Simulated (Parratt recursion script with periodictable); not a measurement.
**Peak EUV reflectivity of a Si/Mo multilayer on Si against the number of periods**

| layer, from the top | thickness (Å) | density (g/cm³) | rms roughness of its top face (Å) | δ at 13.5 nm | β at 13.5 nm |
|---|---|---|---|---|---|
| Si (in each period) | 44.8 | 2.313 | 5 | 9.927 × 10⁻⁴ | 0.001813 |
| Mo (in each period) | 24.1 | 10.026 | 5 | 0.07476 | 0.006314 |
| Si (substrate) | – | 2.313 | 5 | 9.927 × 10⁻⁴ | 0.001813 |

The refractive index is n = 1 − δ + iβ; the runs take δ and β at each wavelength of the scan. Vacuum lies above.

Densities are inputs, not measurements. They were set from computed cells of the Materials Project: Si from entry mp-149 (Fd-3m, 2.313 g/cm³); Mo from entry mp-129 (Im-3m, 10.026 g/cm³). A layer's crystal structure does not enter its constants, only its composition and density.

Model: EUV and soft X-ray reflectivity, Parratt recursion, Névot-Croce roughness, Henke tables. Program: Parratt recursion script with periodictable 1.7.1.

Light falls along the surface normal, where s and p polarisation coincide. The wavelength is scanned from 12.42 to 14.58 nm in 161 evenly spaced points, without smoothing. The peak is the highest scan point; its wavelength and height come from a parabola through R at that point and its two neighbours.

The runs differ in the number of periods N alone.

| N | peak λ (nm) | peak R (%) |
|---|---|---|
| 10 | 13.480 | 23.5 |
| 25 | 13.470 | ? |
| 60 | 13.497 | 70.8 |
| 120 | 13.500 | 71.0 |

Task: Estimate the peak reflectivity for N = 25, trying the form R = R∞ tanh²(aN).

Result: Take R∞ from the largest stack, 71.0 % at N = 120. For the shown row under 97 % of it, y = artanh[(R/R∞)^½] is 0.655 at N = 10, so a = 0.0655. This form gives tanh²y = 1.000 at N = 120, in keeping with the choice of R∞. At N = 25, y = 1.638 and R = 71.0 × tanh²y = 61.0 %.

The run gave 59.5 %, so the form misses by 1.5 points.
